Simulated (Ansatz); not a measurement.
Relaxed TiAl (CuAu type, space group P4/mmm):

```xyz
2
Lattice="2.8243 0.0000 0.0000 0.0000 2.8243 0.0000 0.0000 0.0000 4.0707" Properties=species:S:1:pos:R:3 pbc="T T T"
Al     1.4121     1.4121     2.0354
Ti     0.0000     0.0000     0.0000
```

Calculation: PBE (plane waves to 420 eV, PAW, scalar-relativistic; Ansatz, a first-principles code). k mesh 13×13×9 (Γ-centred), Fermi-Dirac smearing 0.05 eV. With partly filled bands, energies and forces of such displacements shift with the k mesh and the smearing. TiAl is run without spin polarisation. TiAl was relaxed with its symmetry unable to fall.

One atom of the cell was then moved (with its periodic images), all else fixed, and the forces (eV/Å) came out as:

```json
[
 {"atom": "Al1", "Fx": "-1.405", "Fy": "-1.405", "Fz": "-2.031"},
 {"atom": "Ti2", "Fx": "1.405", "Fy": "1.405", "Fz": "2.031"}
]
```

With two atoms only their relative shift counts; take Al1 as fixed.

Problem. Which atom was moved, and by which vector (Å)?

Solution. Ti2, by (-0.26, -0.26, -0.26), 0.45 Å in all.

(For displaced atoms, the force is minus the slope of the energy, and its curvature is a force constant, which sets phonon frequencies.)
